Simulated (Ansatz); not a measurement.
The start is a generated cell, Cr placed in the AFLOW prototype A_hR12_166_2h (as in B). The cell and all atomic positions are relaxed at zero pressure with PBE (plane waves to 420 eV, PAW, scalar-relativistic; Ansatz, an electronic-structure program). The first steps use a coarse 6×6×6 k-mesh.

Initial structure:
```
CELL_PARAMETERS angstrom
      2.89412     1.67092     4.93974
     -2.89412     1.67092     4.93974
      0.00000    -3.34185     4.93974
ATOMIC_POSITIONS crystal
  Cr 0.01040 0.65729 0.01040
  Cr 0.01040 0.01040 0.65729
  Cr 0.65729 0.01040 0.01040
  Cr 0.98960 0.34271 0.98960
  Cr 0.98960 0.98960 0.34271
  Cr 0.34271 0.98960 0.98960
  Cr 0.22060 0.63230 0.22060
  Cr 0.22060 0.22060 0.63230
  Cr 0.63230 0.22060 0.22060
  Cr 0.77940 0.36770 0.77940
  Cr 0.77940 0.77940 0.36770
  Cr 0.36770 0.77940 0.77940
```
Spin-polarised start, with parallel moments on Cr.

* **Outcome**: The space group stays R-3m (No. 166) (the run could not lower it), with 12 atoms in the primitive cell
* **Energy released**: about 1.5 eV/atom
* **Volume change**: +16.1 %, from 11.94 to 13.87 Å³/atom
* **Band gap at the end**: no gap (metallic)
* **Moments at the end**: zero (the starting moments vanished)
* **Optimiser moves**: 45

It ends as:

```cif
data_Cr36
_chemical_formula_sum 'Cr36'
_space_group_name_H-M_alt 'R-3m :H'
_space_group_IT_number 166
_space_group_name_Hall '-R 3 2"'
_cell_length_a 4.93181
_cell_length_b 4.93181
_cell_length_c 23.70096
_cell_angle_alpha 90.000
_cell_angle_beta 90.000
_cell_angle_gamma 120.000
loop_
_atom_site_label
_atom_site_type_symbol
_atom_site_symmetry_multiplicity
_atom_site_Wyckoff_symbol
_atom_site_fract_x
_atom_site_fract_y
_atom_site_fract_z
_atom_site_occupancy
Cr1 Cr 18 h 0.33029 0.16514 0.12006 1
Cr2 Cr 18 h 0.17154 0.34308 0.03996 1
```
(The calculation used a cell of 12 atoms; values per cell refer to that cell.)

Final values are on a 9×9×9 k-mesh of the relaxed cell. The start holds a very short contact (Cr–Cr 2.01 Å). No spin polarisation in the result: the starting moments vanished. A magnetic state may lie lower.

The run could not lose the symmetry of its start: the end is stationary, and may be a saddle point rather than a minimum.

The relaxed structure here is a generated cell of Cr: the first start was made by placing the elements on the sites of a structure type, and the end was not matched to a known phase here, so it may be hypothetical. Known forms of Cr include space group No. 229.
